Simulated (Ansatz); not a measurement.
TeO3:
```cif
data_O3Te
_chemical_formula_sum 'Te1 O3'
_space_group_name_H-M_alt 'P 1'
_space_group_IT_number 1
_cell_length_a 3.84283
_cell_length_b 3.84283
_cell_length_c 3.84283
_cell_angle_alpha 90.000
_cell_angle_beta 90.000
_cell_angle_gamma 90.000
loop_
_space_group_symop_operation_xyz
  'x, y, z'
loop_
_atom_site_label
_atom_site_type_symbol
_atom_site_fract_x
_atom_site_fract_y
_atom_site_fract_z
_atom_site_occupancy
Te1 Te 0.00000 0.00000 0.00000 1
O1 O 0.50000 0.00000 0.00000 1
O2 O 0.00000 0.00000 0.50000 1
O3 O 0.00000 0.50000 0.00000 1
```

Relaxed with PBE.

Which orbitals make up the states near the Fermi level in plane-wave PAW PBE (Ansatz code)?

Within 0.5 eV of the Fermi level: O 2p 93 %. Projections are on Löwdin-orthogonalised atomic valence shells; empty p or d shells of many metals are not among them.

Tabulate the density of states.

States/eV per cell of 4 atoms, in 0.25 eV bins, energy from the Fermi level.

```tsv
E (eV)	total	O 2p	Te 5p	Te 5s
-7.85	1.22	0.82	0.38	0.00
-7.60	1.83	1.24	0.55	0.01
-7.35	1.26	0.86	0.35	0.01
-7.10	1.02	0.69	0.26	0.01
-6.85	0.91	0.63	0.21	0.01
-6.60	0.83	0.57	0.18	0.01
-6.35	0.79	0.55	0.16	0.01
-6.10	0.75	0.53	0.14	0.01
-5.85	0.72	0.52	0.13	0.01
-5.60	0.70	0.51	0.11	0.01
-5.35	0.67	0.50	0.10	0.01
-5.10	0.65	0.50	0.09	0.01
-4.85	0.64	0.50	0.08	0.01
-4.60	0.62	0.49	0.07	0.00
-4.35	0.60	0.48	0.06	0.00
-4.10	0.59	0.49	0.05	0.00
-3.85	0.58	0.49	0.04	0.00
-3.60	1.02	0.93	0.04	0.00
-3.35	4.02	3.73	0.12	0.01
-3.10	4.28	3.66	0.26	0.07
-2.85	2.72	2.20	0.11	0.17
-2.60	1.89	1.81	0.03	0.00
-2.35	2.69	2.53	0.06	0.00
-2.10	2.80	2.66	0.05	0.01
-1.85	2.51	2.42	0.02	0.01
-1.60	4.51	4.39	0.03	0.00
-1.35	6.62	6.42	0.06	0.01
-1.10	5.49	5.32	0.06	0.01
-0.85	3.69	3.55	0.05	0.02
-0.60	2.94	2.82	0.03	0.03
-0.35	2.48	2.38	0.02	0.03
-0.10	2.16	2.07	0.01	0.04
0.15	0.42	0.33	0.00	0.05
0.40	0.19	0.09	0.01	0.06
0.65	0.21	0.10	0.01	0.07
0.90	0.23	0.10	0.01	0.08
1.15	0.25	0.11	0.01	0.08
1.40	0.28	0.12	0.02	0.09
1.65	0.31	0.13	0.02	0.10
1.90	0.36	0.15	0.02	0.12
2.15	0.41	0.17	0.03	0.14
2.40	0.50	0.22	0.04	0.17
2.65	0.61	0.27	0.05	0.21
2.90	0.58	0.24	0.06	0.19
3.15	0.55	0.22	0.07	0.18
3.40	0.51	0.19	0.08	0.16
3.65	0.47	0.17	0.08	0.14
3.90	0.43	0.15	0.09	0.12
4.15	0.39	0.13	0.09	0.11
4.40	0.34	0.11	0.09	0.09
4.65	0.31	0.09	0.09	0.07
```

Space group Pm-3m (ReO3 type). The start of the workflow was typed in or built on a structure type; neither database checked (COD, Materials Project) lists it. COD files the formula under space group No. 167. Its standing as an ambient phase is unchecked. The cell was relaxed with PBE under the symmetry of its start; its stability against distortions is not shown here. Scalar-relativistic: spin–orbit coupling is off unless named, which matters more the heavier the elements.

Potentials: the earlier of the program's two PAW sets.
